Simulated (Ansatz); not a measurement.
CsCdF3:
```
CELL_PARAMETERS angstrom
      4.46156     0.00000     0.00000
      0.00000     4.46156     0.00000
      0.00000     0.00000     4.46156
ATOMIC_POSITIONS crystal
  Cs 0.00000 0.00000 0.00000
  Cd 0.50000 0.50000 0.50000
  F  0.00000 0.50000 0.50000
  F  0.50000 0.00000 0.50000
  F  0.50000 0.50000 0.00000
```

Relaxed with PBEsol.

**Question.** Give the Bader charges and basin volumes of the independent atoms, plane-wave PAW PBEsol (Ansatz code).

**Answer.** 

| atom | Bader charge (e) | Bader volume (Å³) |
|---|---|---|
| Cs1 | +0.90 | 31.2 |
| Cd2 | +1.42 | 14.1 |
| F3 | -0.77 | 14.5 |

Space group Pm-3m (cubic perovskite). The workflow started from a Materials Project entry (that database holds measured and hypothetical structures alike); the Crystallography Open Database copy checked does not list it. Whether it is the stable phase at ambient conditions was not checked. Symmetry was held in the PBEsol relaxation; its stability against distortions is not shown here. Spin–orbit coupling is left out wherever it is not named.

Potentials: the later of the program's two PAW sets.
